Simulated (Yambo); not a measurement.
RbHgF$_{3}$ (cubic perovskite, space group Pm-3m, No. 221), G0W0@LDA in Yambo (4×4×4 mesh, plasmon pole; 7 Ry block, no terminator). The number N of bands in W and G is varied.

| N | x = 1/N | gap R → Γ (eV) | shift of the valence edge (eV) |
|---|---|---|---|
| 60 | 0.01667 | 2.721 | -0.609 |
| 84 | 0.01190 | 2.428 | -0.622 |
| 112 | 0.00893 | 2.294 | -0.663 |
| 143 | 0.00699 | ? | ? |

Question: Basis-set arguments suggest E = E∞ + A x. Fix A and E∞ from the two rows above the withheld one, predict the row at 143 bands, and test the form.

Answer: Gap: A = (2.294 − (2.428))/(0.00893 − 0.01190) = 45.1, E∞ = 1.891 eV, so 2.206 eV is predicted; the run gave 2.276 eV (miss 70 meV). The first two rows have slope 61.4, so the form doesn't hold yet over the whole range. Shift: A = (-0.663 − (-0.622))/(0.00893 − 0.01190) = 13.8, E∞ = -0.786 eV, so -0.690 eV is predicted; the run gave -0.754 eV (miss 64 meV). The first two rows have slope 2.73, so the form doesn't hold yet over the whole range. The other settings are held fixed.

Spin-orbit coupling is not included.

Geometry of the Materials Project entry, not relaxed at this level; primitive cell a = b = c = 4.549 Å, α = β = γ = 90.00°.

A shift is the quasiparticle energy of the state minus its LDA energy.
